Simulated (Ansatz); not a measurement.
Relaxed-ion elastic tensor of Ni3Ge (Cu3Au type, Pm-3m) in GPa (Voigt order), DFT-r²SCAN in the program Ansatz with PAW potentials; density 9.37 g/cm³, 11.02 Å³ per atom.

```
     1    2    3    4    5    6
-  ---  ---  ---  ---  ---  ---
1  316  164  164  0.0  0.0  0.0
2  164  316  164  0.0  0.0  0.0
3  164  164  316  0.0  0.0  0.0
4  0.0  0.0  0.0  119  0.0  0.0
5  0.0  0.0  0.0  0.0  119  0.0
6  0.0  0.0  0.0  0.0  0.0  119
```

### Question
Is the crystal mechanically stable?

### Answer
Yes: the smallest eigenvalue of C is 119 GPa.

### Question
Work out the Voigt, Reuss and Hill averages.

### Answer
K_V = 215, K_R = 215, K_H = 215; G_V = 102, G_R = 97.3, G_H = 99.7 GPa.

### Question
Give Young's modulus, Poisson's ratio, Pugh's ratio and the universal anisotropy index.

### Answer
E = 9KG/(3K + G) = 259 GPa; ν = 0.30; K/G = 2.15 (ductile by the Pugh limit of 1.75); A_U = 5G_V/G_R + K_V/K_R − 6 = 0.25.

### Question
Estimate the sound speeds and the Debye temperature.

### Answer
v_l = √((K + 4G/3)/ρ) = 6090 m/s, v_t = √(G/ρ) = 3260 m/s, mean 3640 m/s; Θ = (h/k)(3n/4πV)^(1/3) v_m = 487 K.

### Question
Give the Zener ratio and Young's modulus along [100], [110] and [111].

### Answer
A = 2C44/(C11 − C12) = 1.57; 1/E = S11 − 2(S11 − S12 − S44/2)Γ with Γ = 0, 1/4, 1/3 gives 204, 270, 302 GPa.

### Question
Solve the Christoffel equation for the three sound speeds along [100], [110], [111].

### Answer
Eigenvalues of C_ijkl n_j n_l equal ρv². In km/s, slowest first: [100] 3.57, 3.57, 5.81; [110] 2.85, 3.57, 6.19; [111] 3.11, 3.11, 6.32.

The workflow started from a Materials Project entry (that database holds measured and hypothetical structures alike); the Crystallography Open Database copy checked does not list it. Its standing as an ambient phase is unchecked. The cell was relaxed with r²SCAN under the symmetry of its start; of distortions, only those at the zone centre were tested. The run is not spin-polarised. As this level gives no gap, shear constants depend on the k-mesh and smearing (Fermi–Dirac, 0.1 eV here).

Potentials: the later of the program's two PAW sets.
